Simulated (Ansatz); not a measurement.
Computed with DFT PBE, scalar-relativistic, plane waves, PAW (Ansatz). Cutoff 420 eV, Γ-centred meshes of about 0.25 Å⁻¹ or finer for metals and 0.3 Å⁻¹ for insulators (2π included), Gaussian smearing. No spin polarisation.

Relaxed structures of AgSn2SeI3, with energies over the first row. Coordination counts I or Se atoms around Ag and Sn (for each partner element, those within 1.25 times its shortest distance or 1.15 times the sum of covalent radii, where it is the nearest in units of that sum or under 1.3; a plus sign parts groups by distance over the sum of covalent radii; the shortest distance is added where it exceeds 1.18 times the sum of covalent radii).

```csv
#,form,sites,V (Å³/atom),coordination,ΔE (meV/atom)
1,I4mm,"Ag 2a; Sn 4b; Se 2a; I 4b, 2a",35.7,"Ag 1+4, Sn 6",0
2,P1,"Ag 1a; Sn 1a, 1a; Se 1a; I 1a, 1a, 1a",42.6,"Ag 3, Sn 1+4",19
3,R-3m,Ag 3b; Sn 6c; Se 3a; I 9e,45.3,"Ag 6 from 3.4 Å, Sn 4",204
```

A further structure, relaxed alike:

```
Ag Sn Se I
1.0
     4.02369    0.00000    0.00000
     0.00000    5.19211    6.12497
     0.00000   -5.19211    6.12497
Ag Sn Se I
1 2 1 3
Direct
  0.00000 0.99969 0.99969
  0.50000 0.51707 0.91895
  0.50000 0.91895 0.51707
  0.00000 0.79065 0.79065
  0.00000 0.22453 0.22453
  0.00000 0.33276 0.71634
  0.00000 0.71634 0.33276
```

Question: Place it among the others.

Answer: It falls between rows 2 and 3, 35 meV/atom above row 1, with space group Amm2 (No. 38) and 36.6 Å³/atom. Counting I or Se atoms around Ag and Sn, this cell has Ag 2+2, Sn 4+2 and row 1 has Ag 1+4, Sn 6. Ag is surrounded by 1 Se at 2.56 Å, 1 I at 2.75 Å and 2 I at 3.22 Å; Sn is surrounded by 2 Se at 3.03 Å, 2 I at 3.11 Å and 2 I at 3.70 Å; Se is surrounded by 1 Ag at 2.56 Å and 4 Sn at 3.03 Å; around I on a site of symmetry mm2 lies 1 Ag at 2.75 Å; 1 more site not described.

Spin–orbit coupling, which can matter for I, is left out. With atoms moved at random, the further cell (by 84 meV/atom) fell into a lower structure and row 2 came back. Row 1 and row 3 had no clear such test and can be saddle points.
